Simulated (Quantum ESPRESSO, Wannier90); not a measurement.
**TaSi₂ (P6₄22): Wannier90 run**

Structure: Materials Project mp-11192, symmetrised, not relaxed again. COD (Crystallography Open Database) has the formula in 2 space groups, this one among them (matched by group alone). Method: LDA plane waves in Quantum ESPRESSO 7.5 (PseudoDojo norm-conserving files, 47 Ry, no spin polarisation, no spin-orbit coupling), Bloch states on a 4×4×4 mesh through Γ, Wannier90 4.0.1. Density: 12×12×6 mesh, cold smearing 0.01 Ry. Spin-orbit coupling is left out although heavy elements are present.

```
begin unit_cell_cart
ang
    4.7837901445    0.0000000000    0.0000000000
   -2.3918950722    4.1428837915    0.0000000000
    0.0000000000    0.0000000000    6.5528100000
end unit_cell_cart
mp_grid = 4 4 4
```

Task: Which shells of neighbouring k-points and which b-vectors and weights does Wannier90 pick for this cell and mesh?

Result: 
```
 *---------------------------------- K-MESH ----------------------------------*
 +----------------------------------------------------------------------------+
 |                    Distance to Nearest-Neighbour Shells                    |
 |                    ------------------------------------                    |
 |          Shell             Distance (Ang^-1)          Multiplicity         |
 |          -----             -----------------          ------------         |
 |             1                   0.239713                      2            |
 |             2                   0.379155                      6            |
 |             3                   0.448577                     12            |
 |             4                   0.479427                      2            |
 |             5                   0.611235                     12            |
 |             6                   0.656716                      6            |
 |             7                   0.699099                     12            |
 |             8                   0.719140                      2            |
       ... (lines left out)
 +----------------------------------------------------------------------------+
 | The b-vectors are chosen automatically                                     |
 | The following shells are used:                       1,  2                 |
 +----------------------------------------------------------------------------+
 |                        Shell   # Nearest-Neighbours                        |
 |                        -----   --------------------                        |
 |                          1               2                                 |
 |                          2               6                                 |
 +----------------------------------------------------------------------------+
 | Completeness relation is fully satisfied [Eq. (B1), PRB 56, 12847 (1997)]  |
 +----------------------------------------------------------------------------+
 |                  b_k Vectors (Ang^-1) and Weights (Ang^2)                  |
 |                  ----------------------------------------                  |
 |            No.         b_k(x)      b_k(y)      b_k(z)        w_b           |
 |            ---        --------------------------------     --------        |
 |             1         0.000000    0.000000    0.239713     8.701325        |
 |             2         0.000000    0.000000   -0.239713     8.701325        |
 |             3         0.000000    0.379155    0.000000     2.318700        |
 |             4         0.328358    0.189578    0.000000     2.318700        |
 |             5         0.000000   -0.379155    0.000000     2.318700        |
 |             6         0.328358   -0.189578    0.000000     2.318700        |
 |             7        -0.328358   -0.189578    0.000000     2.318700        |
 |             8        -0.328358    0.189578    0.000000     2.318700        |
```
